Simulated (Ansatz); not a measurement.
Zr3Cu4Ge2:
```
CELL_PARAMETERS angstrom
      6.40239     0.00000     0.00000
     -3.20120     5.54464     0.00000
      0.00000     0.00000     4.00878
ATOMIC_POSITIONS crystal
  Zr 0.00000 0.59226 0.50000
  Zr 0.59226 0.00000 0.50000
  Zr 0.40774 0.40774 0.50000
  Cu 0.00000 0.00000 0.50000
  Cu 0.23845 0.00000 0.00000
  Cu 0.76155 0.76155 0.00000
  Cu 0.00000 0.23845 0.00000
  Ge 0.66667 0.33333 0.00000
  Ge 0.33333 0.66667 0.00000
```

Relaxed with r²SCAN. Special points in fractions of this cell's reciprocal vectors: Γ (0.000, 0.000, 0.000); M (0.500, 0.000, 0.000); K (0.333, 0.333, 0.000); A (0.000, 0.000, 0.500); L (0.500, 0.000, 0.500); H (0.333, 0.333, 0.500).

Problem. List the band energies nearest the Fermi level at these points for r²SCAN in the plane-wave PAW code Ansatz.

Solution. In eV from the Fermi level; about four levels below and three above (degenerate sets whole), none deeper than 8.9 eV; points with the same levels are listed once.

```csv
k,below,above
Γ,-2.31 -1.93 -1.29 -0.79,0.19 0.19 0.50 0.50
M,-1.28 -0.82 -0.69 -0.44,0.06 0.28 0.96
K,-0.90 -0.90 -0.54 -0.40,0.18 0.48 0.48
A,-1.38 -1.38 -0.79 -0.79,1.07 1.07 1.09 1.09
L,-1.90 -1.89 -1.68 -1.19 -1.18,1.06 1.10 1.13
H,-1.82 -1.64 -1.64 -0.96,1.05 1.19 1.25 1.25
```

Space group P-62m. The workflow started from a Materials Project entry (that database holds measured and hypothetical structures alike); the Crystallography Open Database copy checked does not list it. Its standing as an ambient phase is unchecked. Symmetry was held in the r²SCAN relaxation; whether a distortion lowers the energy is not shown. No spin polarisation was allowed. Spin–orbit coupling is left out wherever it is not named.

Potentials: the later of the program's two PAW sets.
